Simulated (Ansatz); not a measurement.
Sc2GeB2 in space group P-6m2 (No. 187; Sc on 2h, Ge on 1a, B on 1b, B on 1f) under volume change, the program Ansatz at the PBEsol level (PAW), shape and atoms relaxed at each volume.

```csv
V (Å³/atom),E − E(relaxed) (meV/atom),P (GPa)
12.224,53.4,15.33
12.627,22.5,9.42
13.030,5.3,4.34
13.433,0.0,-0.01
13.836,4.8,-3.73
14.239,18.3,-6.92
14.642,39.2,-9.62
```

Problem. What does a third-order Birch–Murnaghan fit give for V₀, B₀ and B′?

Solution. V₀ = 13.43 Å³/atom, B₀ = 134 GPa, B′ = 4.2.

The start of the workflow was typed in or built on a structure type; neither database checked (COD, Materials Project) lists it. Its standing as an ambient phase is unchecked. Symmetry was held in the PBEsol relaxation; its stability against distortions is not shown here. The run is not spin-polarised.

Potentials: the earlier of the program's two PAW sets. The files were generated under PBE; for other functionals the program regenerates the frozen cores, and for LDA and PBEsol the local potential too.
